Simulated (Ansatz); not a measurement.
The start is a generated cell, TiC placed in the NbAs structure type. Cell shape, volume and atoms are optimised at zero target pressure with PBE (plane waves to 420 eV, PAW, scalar-relativistic; Ansatz, a program for electronic structure). The first steps use a coarse 12×12×12 k-mesh.

Input geometry:
```
CELL_PARAMETERS angstrom
     -1.35791     1.35791     4.59720
      1.35791    -1.35791     4.59720
      1.35791     1.35791    -4.59720
ATOMIC_POSITIONS crystal
  Ti 0.50000 0.50000 0.00000
  Ti 0.25000 0.75000 0.50000
  C  0.91600 0.91600 0.00000
  C  0.66600 0.16600 0.50000
```

### Question
How much energy is released per atom?

### Answer
0.52 eV/atom.

### Question
How do the shortest distances between atoms change?

### Answer
The closest pairs of elements (up to four, under 3.6 Å), start → end: C–Ti 2.04 → 2.17 Å; Ti–Ti 2.67 → 2.82 Å; C–C 2.67 → 2.82 Å.

### Question
What band gap does the relaxed structure have at this level?

### Answer
No gap on the sampled points, where the bands overlap only slightly; such a result is sensitive to mesh and level.

### Question
Write out the relaxed structure.

### Answer

Space group I4₁md (No. 109); a = b = 2.8233 Å, c = 10.7161 Å, α = β = γ = 90.00°

```json
[
 {"atom": "Ti", "site": "4a", "symmetry": "2mm.", "x": "0.0000", "y": "0.0000", "z": "0.0064"},
 {"atom": "C", "site": "4a", "symmetry": "2mm.", "x": "0.0000", "y": "0.0000", "z": "0.4096"}
]
```
(The calculation used a cell of 4 atoms; values per cell refer to that cell.)

The space group stays I4₁md (No. 109) (the run could not lower it), with 4 atoms in the primitive cell. Final values are on a 23×23×23 k-mesh of the relaxed cell. No spin polarisation in the result.

The run could not lower the symmetry of its start; a shaken copy of this end point relaxes with PBE to Fm-3m (No. 225), 0.71 eV/atom lower.

The relaxed structure here is a generated cell of TiC: the first start was made by placing the elements on the sites of a structure type, and the end was not matched to a known phase here, so it may be hypothetical. Known forms of TiC include space group No. 225.
